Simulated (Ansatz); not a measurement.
Rb3AsF6:
```cif
data_AsF6Rb3
_chemical_formula_sum 'Rb3 As1 F6'
_space_group_name_H-M_alt 'P 1'
_space_group_IT_number 1
_cell_length_a 6.58764
_cell_length_b 6.58764
_cell_length_c 6.58764
_cell_angle_alpha 60.000
_cell_angle_beta 60.000
_cell_angle_gamma 60.000
loop_
_space_group_symop_operation_xyz
  'x, y, z'
loop_
_atom_site_label
_atom_site_type_symbol
_atom_site_fract_x
_atom_site_fract_y
_atom_site_fract_z
_atom_site_occupancy
Rb1 Rb 0.75000 0.75000 0.75000 1
Rb2 Rb 0.25000 0.25000 0.25000 1
Rb3 Rb 0.50000 0.50000 0.50000 1
As1 As 0.00000 0.00000 0.00000 1
F1 F 0.78025 0.21975 0.21975 1
F2 F 0.21975 0.78025 0.78025 1
F3 F 0.21975 0.78025 0.21975 1
F4 F 0.78025 0.21975 0.78025 1
F5 F 0.21975 0.21975 0.78025 1
F6 F 0.78025 0.78025 0.21975 1
```

Relaxed with r²SCAN. Independent-particle spectrum: no excitons, no local fields, no scissors shift; 0.1 eV broadening; ε₁ of the summed bands alone.

Tabulate the dielectric function from r²SCAN in the plane-wave PAW code Ansatz.



| E (eV) | ε₁ xx | ε₂ xx |
|---|---|---|
| 0.0 | 2.34 | 0.00 |
| 0.3 | 2.34 | 0.00 |
| 0.6 | 2.35 | 0.00 |
| 0.9 | 2.36 | 0.00 |
| 1.2 | 2.37 | 0.00 |
| 1.5 | 2.38 | 0.00 |
| 1.8 | 2.40 | 0.00 |
| 2.1 | 2.43 | 0.00 |
| 2.4 | 2.46 | 0.00 |
| 2.7 | 2.50 | 0.00 |
| 3.0 | 2.55 | 0.00 |
| 3.3 | 2.62 | 0.00 |
| 3.6 | 2.70 | 0.00 |
| 3.9 | 2.82 | 0.00 |
| 4.2 | 3.01 | 0.00 |
| 4.5 | 3.35 | 0.00 |
| 4.8 | 4.64 | 0.56 |
| 5.1 | 2.74 | 1.62 |
| 5.4 | 4.31 | 1.39 |
| 5.7 | 0.25 | 4.45 |
| 6.0 | 0.16 | 0.49 |
| 6.3 | 1.36 | 0.08 |
| 6.6 | 1.80 | 0.07 |
| 6.9 | 2.08 | 0.12 |
| 7.2 | 2.29 | 0.01 |
| 7.5 | 2.65 | 0.00 |
| 7.8 | 3.24 | 0.20 |
| 8.1 | 3.45 | 0.90 |
| 8.4 | 4.38 | 1.10 |
| 8.7 | 1.68 | 3.21 |
| 9.0 | 2.88 | 1.40 |
| 9.3 | 2.20 | 3.42 |
| 9.6 | -0.24 | 2.48 |
| 9.9 | 0.56 | 0.77 |
| 10.2 | 1.28 | 0.65 |
| 10.5 | 1.79 | 0.94 |
| 10.8 | 1.22 | 1.41 |
| 11.1 | 1.34 | 0.72 |
| 11.4 | 1.54 | 1.29 |
| 11.7 | 0.94 | 0.84 |
| 12.0 | 1.52 | 0.69 |

With all bands, ε∞ without local fields is 2.45.

Space group Fm-3m. The first step of the workflow began from a Materials Project structure, measured or hypothetical; the Crystallography Open Database copy checked does not list it. Its standing as an ambient phase is unchecked. The cell was relaxed with r²SCAN under the symmetry of its start; whether a distortion lowers the energy is not shown. Spin–orbit coupling is left out wherever it is not named.

Potentials: the later of the program's two PAW sets.
